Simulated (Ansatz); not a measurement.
Relaxed Al (fcc, Cu type):

```yaml
crystal:
  lattice:
    - [0.00000, 4.04047, 4.04047]
    - [2.02024, 0.00000, 2.02024]
    - [2.02024, 2.02024, 0.00000]
  atoms:
    - { symbol: Al, position: [0.00000, 0.00000, 0.00000] }
    - { symbol: Al, position: [0.50000, 0.00000, 0.00000] }
```

The atoms are displaced by Q × the pattern below (from a DFPT mode at L = (0.5, 0.0, 0.0), largest move 1; Q in Å), at fixed cell. It is one choice among 2 degenerate patterns. (q is in reciprocal vectors of the primitive cell; the cell shown is doubled to hold the pattern.)

| atom | x | y | z |
|---|---|---|---|
| Al1 | 0.285 | -0.520 | 0.805 |
| Al2 | -0.285 | 0.520 | -0.805 |

Level of theory: PBE (plane waves to 420 eV, PAW, scalar-relativistic; Ansatz, a program for electronic structure). k mesh 10×20×20 (Γ-centred), Fermi-Dirac smearing 0.05 eV. Energies are smeared free energies. Compression counts positive. With partly filled bands, energies and forces of such displacements shift with the k mesh and the smearing. Al was relaxed with its symmetry unable to fall. The zero of ΔE is the undisplaced structure.

```csv
Q (Å),ΔE (eV/cell),P (GPa),−dE/dQ from forces (eV/Å)
-0.180,0.0582,1.2,0.625
-0.150,0.0408,0.8,0.532
-0.120,0.0263,0.5,0.433
-0.090,0.0149,0.3,0.329
-0.060,0.0066,0.1,0.221
-0.030,0.0017,0.0,0.111
0.000,0.0000,0.0,0.000
0.030,0.0017,0.0,-0.111
0.060,0.0066,0.1,-0.221
0.090,0.0149,0.3,-0.329
0.120,0.0263,0.5,-0.433
0.150,0.0408,0.8,-0.532
0.180,0.0582,1.2,-0.625
```

Read from the data:

```
Property                                                                                                             Result
-----------------------------------------------------------  --------------------------------------------------------------
Energy at Q = 0.180 Å                                                                                         58.2 meV/cell
Space group of the distorted cell                                                           P-1 (No. 2), lowered from Fm-3m
Symmetry of the curve                                                                         even: the same for both signs
Shape of the curve                                           a single well with its minimum at or next to zero displacement
Harmonic wavenumber from the curvature (finite differences)                                                        137 cm⁻¹
Wavenumber by perturbation theory (DFPT, on another k mesh)                                                        137 cm⁻¹
```

The 13 points together took roughly 5 core-minutes.

(For displaced atoms, the force is minus the slope of the energy, and its curvature is a force constant, which sets phonon frequencies.)
